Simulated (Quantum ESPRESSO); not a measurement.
## Band energies of PtSe2

```xyz
3
Lattice="3.7173 0.0000 0.0000 -1.8587 3.2193 0.0000 0.0000 0.0000 5.8201" Properties=species:S:1:pos:R:3 pbc="T T T"
Se     1.8587     1.0731     4.5083
Se     0.0000     2.1462     1.3118
Pt     0.0000     0.0000     0.0000
```

PBEsol (pw.x of Quantum ESPRESSO, ONCV potentials, with spin-orbit coupling); path ΓMKΓALHA,LM,KH; energies in eV from the valence-band maximum.

```csv
k (1/Å),point,band 50,band 51,band 52,band 53,band 54,band 55,band 56,band 57
0.00,Γ,-0.04,2.13,2.13,2.19,2.19,3.98,3.98,4.41
0.33,,-0.15,1.19,1.19,1.98,1.98,5.40,5.40,5.46
0.76,,-1.66,1.35,1.35,2.19,2.19,4.50,4.50,5.92
0.98,M,-2.31,1.34,1.34,2.27,2.27,4.53,4.53,5.59
1.09,,-1.94,1.30,1.30,2.01,2.01,4.59,4.59,5.94
1.54,K,-1.38,0.59,0.59,0.66,0.66,4.53,4.53,8.04
1.95,,-0.54,0.63,0.63,1.64,1.64,5.09,5.09,7.50
2.26,,-0.14,1.36,1.36,1.50,1.50,5.76,5.76,6.22
2.67,Γ,-0.04,2.13,2.13,2.19,2.19,3.98,3.98,4.41
3.10,,-0.55,2.37,2.37,2.42,2.42,4.69,4.69,5.70
3.21,A,-0.56,2.40,2.40,2.44,2.44,4.74,4.74,5.90
3.42,,-0.35,1.56,1.56,2.16,2.16,5.39,5.39,6.05
3.86,,-0.94,1.03,1.03,1.72,1.72,4.31,4.31,5.81
4.18,L,-1.52,1.77,1.77,1.87,1.87,4.06,4.06,5.01
4.63,,-1.67,1.51,1.51,1.84,1.84,5.87,5.87,6.57
4.75,H,-1.69,1.66,1.66,1.69,1.69,6.23,6.23,6.68
5.03,,-1.34,1.33,1.33,1.68,1.68,5.73,5.73,6.26
5.31,,-0.92,0.83,0.83,1.33,1.33,5.57,5.57,6.59
5.68,,-0.38,1.74,1.74,2.19,2.19,5.33,5.33,6.02
5.87,A,-0.56,2.40,2.40,2.44,2.44,4.74,4.74,5.90
5.87,L,-1.52,1.77,1.77,1.87,1.87,4.06,4.06,5.01
5.96,,-1.58,1.80,1.80,1.88,1.88,3.96,3.96,5.14
6.23,,-2.16,1.53,1.53,2.14,2.14,4.16,4.16,5.56
6.41,M,-2.31,1.34,1.34,2.27,2.27,4.53,4.53,5.59
6.41,K,-1.38,0.59,0.59,0.66,0.66,4.53,4.53,8.04
6.52,,-1.42,0.69,0.69,0.75,0.75,4.65,4.65,8.02
6.95,H,-1.69,1.66,1.66,1.69,1.69,6.23,6.23,6.68
```

The PBEsol gap is 0.48 eV; at least one edge lies off the plotted path, at a point of the SCF mesh. The smallest direct gap is 0.77 eV. Another valence extremum on the path lies within 0.02 eV, too close to call.

Geometry of the Materials Project entry, not relaxed at this level.

The distance between layers or molecules is the database entry's, not relaxed here. Functionals without dispersion can leave it too large, which widens gaps and weakens the response across layers: the numbers belong to this cell.
